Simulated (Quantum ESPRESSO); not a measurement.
# Band energies of BaZnBO3F

```
CELL_PARAMETERS angstrom
      5.12724     0.00000     0.00000
     -2.56362     4.44032     0.00000
      0.00000     0.00000     4.36380
ATOMIC_POSITIONS crystal
  B  0.66667 0.33333 0.00000
  O  0.38448 0.30900 0.00000
  O  0.92452 0.61552 0.00000
  O  0.69100 0.07548 0.00000
  F  0.33333 0.66667 0.50000
  Zn 0.33333 0.66667 0.00000
  Ba 0.00000 0.00000 0.50000
```

LDA (pw.x of Quantum ESPRESSO, ONCV potentials, scalar-relativistic); path ΓMKΓALHA,LM,KH; energies in eV from the valence-band maximum.

| k (1/Å) | point | band 25 | band 26 | band 27 | band 28 | band 29 | band 30 | band 31 | band 32 |
|---|---|---|---|---|---|---|---|---|---|
| 0.00 | Γ | -1.54 | -1.18 | -1.18 | -0.61 | -0.61 | 3.44 | 5.82 | 6.74 |
| 0.47 |  | -1.76 | -1.24 | -1.20 | -0.84 | -0.36 | 4.62 | 5.72 | 6.79 |
| 0.71 | M | -1.99 | -1.42 | -1.21 | -0.74 | -0.14 | 4.93 | 5.70 | 6.76 |
| 1.12 | K | -1.94 | -1.64 | -1.22 | -0.67 | 0.00 | 4.92 | 5.85 | 6.80 |
| 1.73 |  | -1.44 | -1.18 | -1.08 | -0.84 | -0.62 | 3.74 | 5.93 | 6.56 |
| 1.93 | Γ | -1.54 | -1.18 | -1.18 | -0.61 | -0.61 | 3.44 | 5.82 | 6.74 |
| 2.11 |  | -1.31 | -1.12 | -1.12 | -0.62 | -0.62 | 3.68 | 5.81 | 6.77 |
| 2.65 | A | -0.80 | -0.80 | -0.73 | -0.73 | -0.18 | 5.29 | 6.13 | 6.87 |
| 3.18 |  | -1.36 | -1.25 | -0.95 | -0.92 | -0.17 | 5.55 | 6.11 | 6.40 |
| 3.36 | L | -1.51 | -1.29 | -0.96 | -0.95 | -0.16 | 5.50 | 6.13 | 6.49 |
| 3.56 |  | -1.54 | -1.25 | -0.99 | -0.93 | -0.16 | 5.54 | 6.12 | 6.40 |
| 3.77 | H | -1.58 | -1.18 | -1.04 | -0.90 | -0.16 | 5.57 | 6.13 | 6.34 |
| 4.10 |  | -1.29 | -1.22 | -0.94 | -0.91 | -0.17 | 5.61 | 6.09 | 6.29 |
| 4.59 | A | -0.80 | -0.80 | -0.73 | -0.73 | -0.18 | 5.29 | 6.13 | 6.87 |
| 4.59 | L | -1.51 | -1.29 | -0.96 | -0.95 | -0.16 | 5.50 | 6.13 | 6.49 |
| 4.77 |  | -1.54 | -1.42 | -0.99 | -0.89 | -0.15 | 5.32 | 5.99 | 6.73 |
| 5.31 | M | -1.99 | -1.42 | -1.21 | -0.74 | -0.14 | 4.93 | 5.70 | 6.76 |
| 5.31 | K | -1.94 | -1.64 | -1.22 | -0.67 | 0.00 | 4.92 | 5.85 | 6.80 |
| 5.59 |  | -1.85 | -1.67 | -1.03 | -0.76 | -0.05 | 4.96 | 5.90 | 6.93 |
| 6.03 | H | -1.58 | -1.18 | -1.04 | -0.90 | -0.16 | 5.57 | 6.13 | 6.34 |

The LDA gap is indirect, 3.44 eV, from K to Γ; the smallest direct gap is 4.04 eV.

Geometry of the Materials Project entry, not relaxed at this level.
